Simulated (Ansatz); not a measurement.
**Elastic constants of TiGe: input and output**

Theory: DFT HSE06, scalar-relativistic, plane waves, PAW (Ansatz).

Launched with:
```bash
ansatz run input.yaml --threads 4 --pin off --max-ram 10240MiB --backend cpu --events-out ev --progress --plain --runs-dir out
```

Input (bare energies are in eV):
```yaml
crystal:
  lattice:
    - [0.0, 2.9117, 2.9117]
    - [2.9117, 0.0, 2.9117]
    - [2.9117, 2.9117, 0.0]
  atoms:
    - { symbol: Ti, position: [0.0, 0.0, 0.0] }
    - { symbol: Ge, position: [0.25, 0.25, 0.25] }
basis:
  ecutwfc: 420
kpoints:
  mp_grid: { grid: [6, 6, 6] }
hamiltonian:
  xc: hse06
scf:
  occupations: { method: fixed }
output:
  forces: true
  stress: true
  eigenvalues: true
  polarization: {}
elastic:
  mode: relaxed_ion
  stencil: two_point
```

From the output:
```
--- Elastic constants: 2 strain directions × 2 members + reference (group order 24) ---
  dense FFT box of the reference and of every strained cell: 30×30×30
  strains applied: 11, 23; error gains: componentwise 1.00 (the most a stress slope's error grows in a printed constant), spectral 1.73 (1 for all six strains in a standard setting)
  C = ∂σ_k/∂η_j (tension-positive GPa; Voigt order 11 22 33 23 13 12):
        58.205     70.275     70.275      0.000     -0.000     -0.000
        70.275     58.205     70.275      0.000      0.000     -0.000
        70.275     70.275     58.205      0.000     -0.000      0.000
        -0.000      0.000      0.000     -7.966     -0.000     -0.000
        -0.000     -0.000     -0.000      0.000     -7.966      0.000
        -0.000      0.000      0.000     -0.000      0.000     -7.966
  reference stress σ⁰ (GPa):      0.036      0.036      0.036     -0.000      0.000     -0.000
  C* (energy form; C + prestress term) asymmetry max|C*_kj − C*_jk| = 1.421e-14 GPa — a small one proves nothing (zero by symmetry where the batch's group is 432, −43m or m−3m); a large one is finite-difference/SCF noise where every solve ...
  moduli (Voigt/Reuss/Hill, GPa): K = 66.25/66.25/66.25   G = -7.19/-7.06/-7.13   E = -22.18   ν = 0.556
  mechanically stable: NO (min eigenvalue of sym C = -12.07 GPa)
  e, the proper piezoelectric tensor (elastic.mode: relaxed_ion; C/m²; rows x y z; Voigt order 11 22 33 23 13 12):
       0.00000   -0.00000   -0.00000    0.01119   -0.00000   -0.00000
      -0.00000   -0.00000   -0.00000    0.00000    0.01119   -0.00000
       0.00000   -0.00000    0.00000    0.00000   -0.00000    0.01119
  ±, each entry's uncertainty from the finite density of the strings (C/m²), an estimate: the size of the correction for it that the entry includes:
       0.00000    0.00000    0.00000    0.01422    0.00000    0.00000
       0.00000    0.00000    0.00000    0.00000    0.01422    0.00000
       0.00000    0.00000    0.00000    0.00000    0.00000    0.01422
  NOT RESOLVED BY THE STRINGS, being no larger than its uncertainty from them: e14 = 1.1e-2 ± 1.4e-2 C/m², e25 = 1.1e-2 ± 1.4e-2 C/m², e36 = 1.1e-2 ± 1.4e-2 C/m² (raise kpoints.mp_grid, or output.polarization.string_points where it is set)
  the group's symmetry takes up to 1.8e-8 C/m² out of the measured responses: error of the strings' finite density and of the mesh across them, as far as it breaks the symmetry (raise kpoints.mp_grid and any string_points); the largest step ...
  strain η (Voigt 11):  stress-route row diagonal C_11 = 58.21 GPa, energy-path curvature d²(F+E_count+ΔE)/dδ²/Ω₀ = 58.74 GPa
         δ    σ_11 (GPa) F (eV) n_scf n_hpsi n_pw
    -2.000e-3      -0.0798       -6793.9687042      40   66383    982   relax 0 steps, max|allowed force component| 1.18e-16 eV/Å
     2.000e-3       0.1530       -6793.9686614      40   66008    982   relax 0 steps, max|allowed force component| 1.18e-16 eV/Å
  strain η (Voigt 23):  stress-route row diagonal C_44 = -7.97 GPa, energy-path curvature d²(F+E_count+ΔE)/dδ²/Ω₀ = -7.52 GPa
         δ    σ_23 (GPa) F (eV) n_scf n_hpsi n_pw
    -2.000e-3       0.0159       -6793.9687223       2    6145    982   relax 3 steps, max|allowed force component| 5.19e-8 eV/Å
     2.000e-3      -0.0159       -6793.9687223       2    6125    982   relax 3 steps, max|allowed force component| 5.18e-8 eV/Å
--- Formal polarisation (Berry phase): one branch of a lattice of values; only differences between neighbouring runs are physical ---
  axis mesh electronic ionic p = total spread (rad) least overlap resolved gap  δp at fixed H ≤   (phases in cycles; p mod 2; gap in eV; gap and δp judge the states as solved, not the mesh's step, its ...
  b1    6×6×6          -0.50000000     3.50000000     3.00000000      1.413435         0.7983        0.7113           3.9e-6
  b2    6×6×6          -0.50000000     3.50000000     3.00000000      1.413435         0.7983        0.7113           3.9e-6
  b3    6×6×6          -0.50000000     3.50000000     3.00000000      1.413435         0.7983        0.7113           3.9e-6
  quantum along a1:   0.16680987 e/Å² =   267.258877 µC/cm²
  quantum along a2:   0.16680987 e/Å² =   267.258877 µC/cm²
  quantum along a3:   0.16680987 e/Å² =   267.258877 µC/cm²
  P = (  0.35385717,   0.35385717,   0.35385717) e/Å² = (  566.941692,   566.941692,   566.941692) µC/cm²  (mod the quanta)
```

Time: 33 min on 4 threads of Arm Neoverse V2, with other jobs on the host, peak memory 2.1 GiB.

The cell is the ideal cubic zincblende prototype; whether it is the stable structure of this composition wasn't checked.

As the tensor has a negative eigenvalue, the Reuss and Hill moduli of a polycrystal, and E and ν formed from them, have no physical meaning here.